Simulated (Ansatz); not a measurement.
With r²SCAN in the plane-wave PAW code Ansatz, NbP2 in the orthorhombic phase (Cmc2_1; Nb on 4a, P on 4a, P on 4a) relaxes to a = 3.323 Å, b = 11.528 Å, c = 5.085 Å. Against the elements it lies at -0.71 eV/atom, with no fitted shifts.

Electronic character: metallic (no gap).

Bader charges are Nb +1.37, P -0.80 to -0.58 e.

The start of the workflow was typed in or built on a structure type; neither database checked (COD, Materials Project) lists it. Its standing as an ambient phase is unchecked. The cell was relaxed with r²SCAN under the symmetry of its start; whether a distortion lowers the energy is not shown. No spin polarisation was allowed. The references are the lowest solids computed at this level, not always the standard phases. Scalar-relativistic: spin–orbit coupling is off unless named, which matters more the heavier the elements.

Potentials: the earlier of the program's two PAW sets. The files were generated under PBE; for other functionals the program regenerates the frozen cores, and for LDA and PBEsol the local potential too.
